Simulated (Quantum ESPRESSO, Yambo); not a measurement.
At a photon energy of 8.00 eV, RPA with local fields on PBEsol bands shifted by a G0W0 scissor of 2.44 eV (Quantum ESPRESSO and Yambo; 4×4×4 mesh, 130 bands, 3 Ry local-field block, 0.2 eV broadening) gives ε = 3.14 + 1.92i for RbCaH₃ (cubic perovskite, space group Pm-3m, No. 221), field along x.

Work out n, κ, the normal-incidence reflectivity, the absorption coefficient and the penetration depth.


|ε| = 3.68; n = √((|ε| + ε1)/2) = 1.85, κ = √((|ε| − ε1)/2) = 0.52. R = ((n − 1)² + κ²)/((n + 1)² + κ²) = 0.12. α = 2Eκ/(ħc) with ħc = 197.327 eV nm: 0.0422 per nm = 4.2 × 10⁵ per cm, a 1/e depth of 24 nm. The computed direct gap is 5.51 eV, and the energy scale of the real crystal may differ from it. Excitonic effects are left out, and values at one energy depend on mesh and broadening. The scissor comes from a G0W0 run whose convergence isn't established. Convergence of the RPA response with its 4×4×4 mesh was not tested.

Geometry of the Materials Project entry, not relaxed at this level; primitive cell a = b = c = 4.521 Å, α = β = γ = 90.00°.
